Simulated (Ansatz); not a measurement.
MgH2 (rutile), relaxed with r2SCAN: 4 runs in the plane-wave code Ansatz, each a construction of maximally localised Wannier functions. It is tetragonal, P4_2/mnm (No. 136); a = 4.485 Å, c = 2.996 Å in the conventional setting, 10.05 Å³ an atom. Around Mg lie 6 H at 1.93–1.94 Å; around H lie 3 Mg at 1.93–1.94 Å. Spin-unpolarised throughout; all numbers are computed.

```
Mg H
1.0
     4.48488    0.00000    0.00000
     0.00000    4.48488    0.00000
     0.00000    0.00000    2.99648
Mg H
2 4
Direct
  0.00000 0.00000 0.00000
  0.50000 0.50000 0.50000
  0.30468 0.30468 0.00000
  0.19532 0.80468 0.50000
  0.80468 0.19532 0.50000
  0.69532 0.69532 0.00000
```

Windows count from the top of the filled bands; a dash means that no such window was set (without an outer window there is no disentanglement). Rows marked drawn have settings drawn at random (some not listed).

```json
{"functional": "PBE", "SCF mesh": "4×4×6", "trial orbitals": "H s", "functions": "4", "mesh": "4×4×6", "window (eV)": "–", "frozen (eV)": "–", "settings": "chosen", "Ω total (Å²)": "5.16", "Ω invariant (Å²)": "5.09", "largest spread (Å²)": "1.29", "least projectability": "0.90", "interpolation miss of the model's filled bands (eV, to the nearest computed level)": "0.032"}
{"functional": "PBE", "SCF mesh": "4×4×6", "trial orbitals": "H s", "functions": "4", "mesh": "4×4×4", "window (eV)": "–", "frozen (eV)": "–", "settings": "drawn", "Ω total (Å²)": "5.04", "Ω invariant (Å²)": "4.97", "largest spread (Å²)": "1.26", "least projectability": "0.90", "interpolation miss of the model's filled bands (eV, to the nearest computed level)": "0.054"}
{"functional": "PBE", "SCF mesh": "4×4×6", "trial orbitals": "H s", "functions": "4", "mesh": "6×6×8", "window (eV)": "–", "frozen (eV)": "–", "settings": "chosen", "Ω total (Å²)": "5.31", "Ω invariant (Å²)": "5.27", "largest spread (Å²)": "1.33", "least projectability": "0.90", "interpolation miss of the model's filled bands (eV, to the nearest computed level)": "0.005"}
{"functional": "r2SCAN", "SCF mesh": "4×4×6", "trial orbitals": "H s", "functions": "4", "mesh": "4×4×6", "window (eV)": "–", "frozen (eV)": "–", "settings": "chosen", "Ω total (Å²)": "4.90", "Ω invariant (Å²)": "4.85", "largest spread (Å²)": "1.23", "least projectability": "0.92", "interpolation miss of the model's filled bands (eV, to the nearest computed level)": "0.026"}
```

For H s with PBE the spread goes 5.16 Å² (4×4×6), 5.31 Å² (6×6×8): finite differences on a coarse mesh understate it.
